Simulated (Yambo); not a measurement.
Yambo run on Li2WS4 (space group I-42m, No. 121). The wavefunctions come from this Quantum ESPRESSO step (PBEsol, PseudoDojo standard norm-conserving files, scalar-relativistic):

```
&CONTROL
  calculation = 'nscf'
  pseudo_dir = './pseudo'
  outdir = './out'
/
&SYSTEM
  ibrav = 0
  nat = 7
  ntyp = 3
  ecutwfc = 74.0
  ecutrho = 296.0
  occupations = 'fixed'
  force_symmorphic = .true.
  nbnd = 268
/
&ELECTRONS
  conv_thr = 7.000000000000001e-09
  diago_full_acc = .true.
  diago_thr_init = 1e-08
/
ATOMIC_SPECIES
Li 6.9400 Li.upf
S 32.0600 S.upf
W 183.8400 W.upf
CELL_PARAMETERS angstrom
 -2.988948634000   2.988948634000   4.506573893000
  2.988948634000  -2.988948634000   4.506573893000
  2.988948634000   2.988948634000  -4.506573893000
ATOMIC_POSITIONS crystal
Li   0.500000000000   0.000000000000   0.500000000000
Li   0.000000000000   0.500000000000   0.500000000000
S   0.647100049500   0.080108383000   0.000000000000
S   0.919891617000   0.919891617000   0.566991666500
S   0.080108383000   0.647100049500   0.000000000000
S   0.352899950500   0.352899950500   0.433008333500
W   0.000000000000   0.000000000000   0.000000000000
K_POINTS automatic
2 2 2 0 0 0
```

Yambo input:

```
rim_cut
gw0
dyson
el_el_corr
HF_and_locXC
ppa
em1d
RandQpts= 1000000
RandGvec= 1 Ry
EXXRLvcs= 74 Ry
VXCRLvcs= 296 Ry
Chimod= "HARTREE"
% BndsRnXp
 4 | 267 |
%
NGsBlkXp= 7 Ry
% LongDrXp
 1.0 | 1.0 | 1.0 |
%
PPAPntXp= 27.2114 eV
% GbndRnge
 1 | 267 |
%
GTermKind= "BG"
DysSolver= "n"
ExtendOut
% QPkrange
 1 | 1 | 22 | 23 |
 2 | 2 | 22 | 23 |
 3 | 3 | 22 | 23 |
 4 | 4 | 22 | 23 |
%
```

k points by index: 1 = Γ, 2 = X, 3 = N, 4 = Z.

Table of the .qp output:

```
#    K-point    Band    Eo [eV]    E [eV]    E-Eo [eV]    Vxc [eV]    Vnlxc [eV]    Sc|Eo [eV]    Sc|E [eV]    dSc/dw|Eo [eV]    Re(Z)    Im(Z)
#
    1    22    -0.963493    -1.878710    -0.915216    -11.82882    -14.84539    1.832324    2.101352    -7.997618    0.772849    -0.001715
    1    23    2.392817    3.240388    0.847571    -14.11847    -9.568840    -3.470598    -3.702062    -7.430100    0.785511    -0.001544
    2    22    0.000000    -0.862719    -0.862719    -12.67796    -15.37395    1.580094    1.833267    -7.984341    0.773141    -0.001636
    2    23    2.683967    3.572559    0.888592    -14.69858    -10.00735    -3.552968    -3.802633    -7.644392    0.780682    -0.001593
    3    22    -0.249711    -1.119165    -0.869455    -12.48385    -15.24526    1.636260    1.891954    -8.001358    0.772767    -0.001651
    3    23    2.133420    2.982089    0.848669    -14.00287    -9.407072    -3.519970    -3.747133    -7.282606    0.788870    -0.001532
    4    22    -0.361312    -1.252810    -0.891498    -12.34269    -15.18763    1.691187    1.953438    -8.003649    0.772717    -0.001666
    4    23    1.605233    2.497675    0.892442    -14.15780    -9.486549    -3.542738    -3.778811    -7.197055    0.790832    -0.001522
```
(The two width columns are left out.) Convergence of these settings isn't established.

Spin-orbit coupling is not included.

Geometry relaxed with PBE+D3(BJ).

The structure is a Materials Project entry; no match was found in the copy of COD used, and its stability was not checked.
